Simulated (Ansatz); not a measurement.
Relaxation of a relaxed ZnCu2SnS4 cell with every coordinate shifted by Gaussian noise of σ = 0.3 Å; 8 atoms in the cell, which starts as P1 (No. 1), aP8; a = 5.375 Å, b = 5.375 Å, c = 6.583 Å, α = 114.09°, β = 114.09°, γ = 90.00°. Level of theory: PBEsol (plane waves to 420 eV, PAW, scalar-relativistic; Ansatz, a quantum-chemistry and plane-wave program). Γ-centred k-mesh 5×5×6 on the run's cell (coarser than for final values), Fermi–Dirac smearing 0.05 eV. This is the first round of the run. 

The optimiser's lines from the output (shortened; P is positive under compression):

```
relax step   1: F+E_penalty+E_count = -25943.19666795 eV  Δ(F+E_penalty+E_count) = +0.000e0 eV  max|allowed force component| = 7.663e0 eV/Å  Δτ_max = 0.0000 Å  P = +21.421 GPa  Ω = 155.293 Å³  (12 SCF iters, dr2 threshold 1.00e-7 eV, accepted)
relax step   2: F+E_penalty+E_count = -25947.74043853 eV  Δ(F+E_penalty+E_count) = -4.544e0 eV  max|allowed force component| = 2.541e0 eV/Å  Δτ_max = 0.1942 Å  P = +5.157 GPa  Ω = 160.974 Å³  (11 SCF iters, dr2 threshold 8.00e-7 eV, accepted)
relax step   3: F+E_penalty+E_count = -25949.54668627 eV  Δ(F+E_penalty+E_count) = -1.806e0 eV  max|allowed force component| = 1.475e0 eV/Å  Δτ_max = 0.1993 Å  P = +0.694 GPa  Ω = 160.658 Å³  (10 SCF iters, dr2 threshold 8.00e-7 eV, accepted)
relax step   4: F+E_penalty+E_count = -25950.43596664 eV  Δ(F+E_penalty+E_count) = -8.893e-1 eV  max|allowed force component| = 1.348e0 eV/Å  Δτ_max = 0.2000 Å  P = -0.610 GPa  Ω = 159.715 Å³  (10 SCF iters, dr2 threshold 8.00e-7 eV, accepted)
relax step   5: F+E_penalty+E_count = -25951.09706802 eV  Δ(F+E_penalty+E_count) = -6.611e-1 eV  max|allowed force component| = 1.254e0 eV/Å  Δτ_max = 0.1953 Å  P = -1.186 GPa  Ω = 158.250 Å³  (10 SCF iters, dr2 threshold 8.00e-7 eV, accepted)
relax step   6: F+E_penalty+E_count = -25951.60226208 eV  Δ(F+E_penalty+E_count) = -5.052e-1 eV  max|allowed force component| = 5.036e-1 eV/Å  Δτ_max = 0.2000 Å  P = -0.969 GPa  Ω = 156.905 Å³  (10 SCF iters, dr2 threshold 8.00e-7 eV, accepted)
relax step   7: F+E_penalty+E_count = -25951.72891894 eV  Δ(F+E_penalty+E_count) = -1.267e-1 eV  max|allowed force component| = 4.458e-2 eV/Å  Δτ_max = 0.1753 Å  P = -0.085 GPa  Ω = 155.402 Å³  (10 SCF iters, dr2 threshold 8.00e-7 eV, accepted)
relax step   8: F+E_penalty+E_count = -25951.74130487 eV  Δ(F+E_penalty+E_count) = -1.239e-2 eV  max|allowed force component| = 3.551e-3 eV/Å  Δτ_max = 0.0132 Å  P = -0.086 GPa  Ω = 155.444 Å³  (8 SCF iters, dr2 threshold 8.00e-7 eV, accepted)
relax step   9: F+E_penalty+E_count = -25951.74149062 eV  Δ(F+E_penalty+E_count) = -1.857e-4 eV  max|allowed force component| = 6.501e-4 eV/Å  Δτ_max = 0.0008 Å  P = +0.000 GPa  Ω = 155.278 Å³  (7 SCF iters, dr2 threshold 4.89e-8 eV, accepted)
relax step  10: F+E_penalty+E_count = -25951.74149233 eV  Δ(F+E_penalty+E_count) = -1.714e-6 eV  max|allowed force component| = 6.654e-4 eV/Å  Δτ_max = 0.0000 Å  P = +0.009 GPa  Ω = 155.278 Å³  stress off target by 1.36e-2 GPa  SCF on the basis re-selected at this cell (its energy is not comparable with the rows above)  (10 SCF iters)
```

From the first to the last row the energy changes by -1.07 eV/atom and the volume by 0.0 %. The last row is marked as not comparable with the walk above it, whose basis was carried along; it does compare with step 1, since both stand on a basis selected at the nominal cutoff for their own cell.

Later rounds, restarted from the end of this one on a renewed k-mesh, logged 2 more steps and released under 0.01 eV/atom more. The final structure after all rounds: I-4 (No. 82), tI16; a = b = 5.373 Å, c = 10.756 Å, α = β = γ = 90.00°. Between re-selections the logged energies stand on a plane-wave basis carried along with the cell. No spin polarisation in the result.
